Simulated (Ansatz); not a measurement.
Before relaxation, 1 SiCl4 a cell, upright, over a top H site (Si, Fd-3m (No. 227), (1 1 1) face):

```xyz
29
Lattice="7.6672 0.0000 0.0000 -3.8336 6.6400 0.0000 0.0000 0.0000 27.7711" Properties=species:S:1:pos:R:3 pbc="T T T"
Si    3.8336    2.2133   10.0745
Si    1.9168    5.5333   10.0745
Si    0.0000    2.2133   10.0745
Si   -1.9168    5.5333   10.0745
Si    1.9168    3.3200   10.8570
Si    3.8336    0.0000   10.8570
Si   -1.9168    3.3200   10.8570
Si    0.0000    0.0000   10.8570
Si   -1.9168    3.3200   13.2032
Si    0.0000    0.0000   13.2032
Si    1.9168    3.3200   13.2032
Si    3.8336    0.0000   13.2032
Si    3.8336    4.4267   13.9676
Si    5.7504    1.1067   13.9676
Si    0.0000    4.4267   13.9676
Si    1.9168    1.1067   13.9676
Cl    3.8336    2.2133    8.0051
Cl    1.9168    5.5333    8.0051
Cl    0.0000    2.2133    8.0051
Cl   -1.9168    5.5333    8.0051
H     3.8336    4.4267   15.4709
H     5.7504    1.1067   15.4709
H     0.0000    4.4267   15.4709
H     1.9168    1.1067   15.4709
Si    2.0575   -0.5448   18.9829
Cl    0.4060   -0.6856   20.1549
Cl    3.7090   -0.4041   20.1549
Cl    1.9168    1.1067   17.8109
Cl    2.1982   -2.1964   17.8109
```

These are results of DFT PBE+D3(BJ), scalar-relativistic, plane waves, PAW (Ansatz), not measurements. Plane waves to 420 eV, a k mesh through Γ of 3×3×1 on the computed 29-atom cell and Gaussian smearing (0.05 eV); no spin polarisation. A dipole correction removes the field between periodic images along c.

Atoms 1, 2, 3, 4, 5, 6, 7, 8 (counted from 1) are held. The cell is fixed. Force threshold 0.04 eV/Å.

**Question.** Where does it end?

**Answer.** The energy falls by 0.116 eV in 25 steps, to:

```yaml
crystal:
  lattice:
    - [7.66719, 0.00000, 0.00000]
    - [-3.83359, 6.63998, 0.00000]
    - [0.00000, 0.00000, 27.77115]
  atoms:
    - { symbol: Si, position: [0.66667, 0.33333, 0.36277] }
    - { symbol: Si, position: [0.66667, 0.83333, 0.36277] }
    - { symbol: Si, position: [0.16667, 0.33333, 0.36277] }
    - { symbol: Si, position: [0.16667, 0.83333, 0.36277] }
    - { symbol: Si, position: [0.50000, 0.50000, 0.39095] }
    - { symbol: Si, position: [0.50000, 0.00000, 0.39095] }
    - { symbol: Si, position: [0.00000, 0.50000, 0.39095] }
    - { symbol: Si, position: [0.00000, 0.00000, 0.39095] }
    - { symbol: Si, position: [0.99976, 0.49933, 0.47559] }
    - { symbol: Si, position: [0.99953, 0.99898, 0.47545] }
    - { symbol: Si, position: [0.49974, 0.49892, 0.47526] }
    - { symbol: Si, position: [0.50017, 0.99883, 0.47543] }
    - { symbol: Si, position: [0.83256, 0.66564, 0.50306] }
    - { symbol: Si, position: [0.83333, 0.16597, 0.50314] }
    - { symbol: Si, position: [0.33332, 0.66546, 0.50302] }
    - { symbol: Si, position: [0.33323, 0.16539, 0.50243] }
    - { symbol: Cl, position: [0.66623, 0.33198, 0.28826] }
    - { symbol: Cl, position: [0.66702, 0.83317, 0.28823] }
    - { symbol: Cl, position: [0.16568, 0.33177, 0.28825] }
    - { symbol: Cl, position: [0.16697, 0.83412, 0.28826] }
    - { symbol: H, position: [0.83064, 0.66506, 0.55719] }
    - { symbol: H, position: [0.83333, 0.16590, 0.55731] }
    - { symbol: H, position: [0.33427, 0.66513, 0.55718] }
    - { symbol: H, position: [0.33421, 0.16626, 0.55630] }
    - { symbol: Si, position: [0.28831, 0.11172, 0.68378] }
    - { symbol: Cl, position: [0.06296, 0.06408, 0.73025] }
    - { symbol: Cl, position: [0.52804, 0.13475, 0.72091] }
    - { symbol: Cl, position: [0.37552, 0.37198, 0.64666] }
    - { symbol: Cl, position: [0.18531, 0.87380, 0.63762] }
```

The end is the local minimum or symmetric point that this start leads to. The slab is only 3.9 Å thick, so the energy isn't converged with thickness.

Cost: 1 run of about 49 core-minutes, on Arm Neoverse V1 (shared hosts).